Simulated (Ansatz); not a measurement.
Relaxed As (A7 type, space group R-3m):

```
CELL_PARAMETERS angstrom
      1.87288     1.08131     3.25124
     -1.87288     1.08131     3.25124
      0.00000    -2.16262     3.25124
ATOMIC_POSITIONS crystal
  As 0.23276 0.23276 0.23276
  As 0.76724 0.76724 0.76724
```

These are PBEsol-D3(BJ) (plane waves to 420 eV, PAW, scalar-relativistic; Ansatz, a quantum-chemistry and plane-wave program) values and carry that method's errors. k mesh 12×12×12 (Γ-centred), Fermi-Dirac smearing 0.05 eV. With partly filled bands, energies and forces of such displacements shift with the k mesh and the smearing. As was relaxed with its symmetry unable to fall. The PAW data are Ansatz's earlier set.

One atom of the cell was then moved (with its periodic images), all else fixed, and the forces (eV/Å) came out as:

| atom | Fx | Fy | Fz |
|---|---|---|---|
| As1 | 0.302 | 0.514 | 0.402 |
| As2 | -0.302 | -0.514 | -0.402 |

With two atoms only their relative shift counts; take As1 as fixed.

Which atom was moved, and by which vector (Å)?

As2, by (0.14, 0.14, 0.00), 0.20 Å in all.

(For displaced atoms, the force is minus the slope of the energy, and its curvature is a force constant, which sets phonon frequencies.)
